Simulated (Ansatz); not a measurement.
Ti2B:
```yaml
crystal:
  lattice:
    - [1.58265, 0.91374, 4.71397]
    - [-1.58265, 0.91374, 4.71397]
    - [0.00000, -1.82748, 4.71397]
  atoms:
    - { symbol: Ti, position: [0.75193, 0.75193, 0.75193] }
    - { symbol: Ti, position: [0.24807, 0.24807, 0.24807] }
    - { symbol: B, position: [0.00000, 0.00000, 0.00000] }
```

Relaxed with PBE+D3(BJ). Special points in fractions of this cell's reciprocal vectors: Γ (0.000, 0.000, 0.000); T (0.500, 0.500, 0.500); H2 (0.808, 0.192, 0.500); H0 (0.500, -0.192, 0.192); L (0.500, 0.000, 0.000); S0 (0.346, -0.346, 0.000); S2 (0.654, 0.000, 0.346); F (0.500, 0.000, 0.500).

List the band energies nearest the Fermi level at these points for PBE+D3(BJ) (plane waves, PAW; program Ansatz).

In eV from the Fermi level; about four levels below and three above (degenerate sets whole), none deeper than 8.9 eV; points with the same levels are listed once.

```csv
k,below,above
Γ,-3.40 -0.75 -0.75 -0.47,0.88 0.88 1.77
T,-7.39 -4.66 -0.34 -0.34,0.41 0.64 1.31 1.31
H2,-2.32 -1.28 -0.65 -0.01,1.18 2.15 3.16
L,-1.56 -0.62 -0.61 -0.40,0.84 1.87 3.34
S0,-2.27 -1.25 -0.69 -0.03,1.22 2.05 3.20
F,-1.20 -1.03 -0.82 -0.54,1.72 2.93 3.23
```

Space group R-3m. The start of the workflow was typed in or built on a structure type; neither database checked (COD, Materials Project) lists it. Its standing as an ambient phase is unchecked. The cell was relaxed with PBE+D3(BJ) under the symmetry of its start; whether a distortion lowers the energy is not shown. The run is not spin-polarised. The volume moved by -28 % from the start of the relaxation.

Potentials: the earlier of the program's two PAW sets.
